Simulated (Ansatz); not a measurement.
TiO₂ (anatase)

```xyz
6
Lattice="-1.8994 1.8994 4.8504 1.8994 -1.8994 4.8504 1.8994 1.8994 -4.8504" Properties=species:S:1:pos:R:3 pbc="T T T"
Ti     0.0000     0.0000     4.8504
Ti     1.8994     0.0000     2.4252
O      0.0000     0.0000     2.8476
O      1.8994     0.0000     0.4224
O      1.8994     0.0000     4.4280
O      0.0000     0.0000     6.8532
```

This relaxed cell (volume V₀) is scaled evenly in all directions, its shape held. The atoms relax within the cell's symmetry.

Level of theory: PBE (plane waves to 420 eV, PAW, scalar-relativistic; Ansatz, a program for electronic structure). k mesh 12×12×12 (Γ-centred), Fermi-Dirac smearing 0.05 eV. E stands for the smeared free energy. Compression counts positive. With the shape held, the modulus is that of even scaling; a crystal free to change shape is softer. TiO2 is run without spin polarisation. TiO2 was relaxed with its symmetry unable to fall. The zero of ΔE is the relaxed starting cell.

| V (Å³/atom) | ΔE (meV/atom) |
|---|---|
| 10.499 | 83.0 |
| 10.733 | 51.1 |
| 10.966 | 27.6 |
| 11.199 | withheld |
| 11.433 | 2.8 |
| 11.666 | 0.0 |
| 11.899 | 2.6 |
| 12.133 | 10.2 |
| 12.366 | 22.1 |
| 12.599 | 38.0 |
| 12.833 | 57.4 |

Question: Fit a third-order Birch-Murnaghan form (E₀, V₀, B₀, B₀′ free) to the given rows and predict ΔE at V = 11.199.

Answer: Least squares on the 10 given rows: ΔE = E₀ + (9V₀B₀/16)·y²·[2 + (B₀′ − 4)y], y = (V₀/V)^(2/3) − 1, with V₀ = 11.667 Å³/atom, B₀ = 187.8 GPa (160.2 GPa = 1 eV/Å³; the term in eV is multiplied by 1000), B₀′ = 4.48, E₀ = 0.00 meV/atom; root-mean-square residual 0.05 meV/atom. At 11.199 the fit gives 11.9 meV/atom; the calculation gives 11.8 meV/atom, so the interpolation is off by 0.1 (+0.8 %). For the pressure the fit gives 8.4 GPa against the computed 8.4 GPa.

(Under strain, the slope of the energy per volume gives the stress and its curvature an elastic modulus.)
